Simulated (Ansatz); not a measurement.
Given:

SnSe:
```
SnSe
1.0
    0.00000     3.39016     3.39016
    3.39016     0.00000     3.39016
    3.39016     3.39016     0.00000
Se Sn
1 1
Direct
  0.75000   0.75000   0.75000
  0.00000   0.00000   0.00000
```

This is the PBE-relaxed structure.

Q: All from PBE in the plane-wave PAW code Ansatz, unless another level is named. Give the electronic character.

A: no gap, with almost no states at the Fermi level (zero-gap or semimetallic).

Q: What about the formation energy from the elements (no fitted shifts)?

A: -0.20 eV/atom.

Space group F-43m (zinc blende). The cell is a constructed one: a structure type filled with these elements; neither database checked (COD, Materials Project) lists it. It is not the phase usual at ambient conditions (space group No. 62). The PBE relaxation kept the symmetry of its start; whether a distortion lowers the energy is not shown. A small band overlap can be real or an error of a semilocal functional. The references are the lowest solids computed at this level, not always the standard phases. Scalar-relativistic: spin–orbit coupling is off unless named, which matters more the heavier the elements.

Potentials: the later of the program's two PAW sets.
